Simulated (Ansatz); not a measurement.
Relaxed GaP (zinc blende):

```
GaP
1.0
    0.00000     5.45173     5.45173
    2.72587     0.00000     2.72587
    2.72587     2.72587     0.00000
P Ga
2 2
Direct
  0.37500   0.75000   0.75000
  0.87500   0.75000   0.75000
  0.00000   0.00000   0.00000
  0.50000   0.00000   0.00000
```

A phonon eigenvector at L = (0.5, 0.0, 0.0) is frozen into this cell: atom i moves by Q times the vector below, so Q is the largest atomic displacement, in Å. The cell is held. (q is in reciprocal vectors of the primitive cell; the cell shown is doubled to hold the pattern.)

| atom | x | y | z |
|---|---|---|---|
| P1 | 0.099 | -0.099 | -0.099 |
| P2 | -0.099 | 0.099 | 0.099 |
| Ga3 | 0.577 | -0.577 | -0.577 |
| Ga4 | -0.577 | 0.577 | 0.577 |

Computed with r2SCAN (plane waves to 500 eV, PAW, scalar-relativistic; Ansatz, a quantum-chemistry and plane-wave program). k mesh 5×10×10 (Γ-centred), Fermi-Dirac smearing 0.05 eV. The energy includes the smearing's −TS. GaP was relaxed with its symmetry unable to fall. The PAW data are Ansatz's earlier set. ΔE is measured from the undisplaced structure.

Q: Predict the ΔE (meV/cell) at Q (Å) = -0.280, -0.233, -0.187, -0.140, -0.093, 0.093, 0.140, 0.280.

A: 
```json
[
 {"Q (Å)": "-0.280", "ΔE (meV/cell)": "1115"},
 {"Q (Å)": "-0.233", "ΔE (meV/cell)": "775"},
 {"Q (Å)": "-0.187", "ΔE (meV/cell)": "496"},
 {"Q (Å)": "-0.140", "ΔE (meV/cell)": "279"},
 {"Q (Å)": "-0.093", "ΔE (meV/cell)": "124"},
 {"Q (Å)": "0.093", "ΔE (meV/cell)": "124"},
 {"Q (Å)": "0.140", "ΔE (meV/cell)": "279"},
 {"Q (Å)": "0.280", "ΔE (meV/cell)": "1115"}
]
```

(A displaced cell: forces are minus the slopes of the energy, force constants its curvatures, and phonons follow from these.)
